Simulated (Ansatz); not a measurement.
**Field gradients at the nuclei in NaTi₂P₃O₁₂**

The cell is a computed structure from the Materials Project (it need not be an observed phase).

Space group R-3c:H (No. 167); a = 8.6168, c = 22.0215 Å, γ = 120.00°.

```csv
site,Wyckoff,site symmetry,x,y,z
Na,6b,-3.,0.0000,0.0000,0.5000
Ti,12c,3.,0.0000,0.0000,0.8554
P,18e,.2,0.3333,0.9539,0.9167
O13,36f,1,0.1922,0.1648,0.0878
O25,36f,1,0.8416,0.5290,0.0261
```

One atom of each set is listed; the run and its k-mesh use a cell of 36 atoms with edges of 8.87, 8.87, 8.87 Å.

Method: Kohn–Sham DFT in Ansatz, PBE, plane waves and PAW, scalar-relativistic, 420 eV cutoff, Γ-centred 3×3×3 k-points, Fermi–Dirac smearing 0.02 eV.

V_zz is the principal component of the electric field gradient with the largest magnitude, η = (V_xx − V_yy)/V_zz and C_Q = eQV_zz/h.

23Na: I = 3/2, Q = 104.0 mb; ⁴⁷Ti: I = 5/2, Q = 302.0 mb; O-17: I = 5/2, Q = -25.58 mb. Quadrupole moments are those of Pyykkö's year-2017 table.

Question: Which values are expected at the nuclei?

Answer: 

```csv
site,atoms,first shell,V_zz (10²¹ V/m²),η,C_Q (MHz)
Na,2,6 O at 2.48 Å,-0.99,0.00,-2.49
Ti,4,6 O at 1.92–1.99 Å,0.030,0.00,0.218
P,6,4 O at 1.54 Å,1.02,0.19,–
O13,12,"1 P at 1.54 Å, 1 Ti at 1.99 Å, angle 145°; also 1 Na at 2.48 Å",9.67,0.24,-5.98
O25,12,"1 P at 1.54 Å, 1 Ti at 1.92 Å, angle 156°",9.78,0.07,-6.05
```

An axis of threefold or higher order runs through Na and Ti, so V_zz lies along it and η is zero. At O13 and O25 V_zz points along the shorter of its two bonds, to P (within 6°) in each case.

P has no stable isotope with a ground-state quadrupole moment in the table, so no C_Q is given.
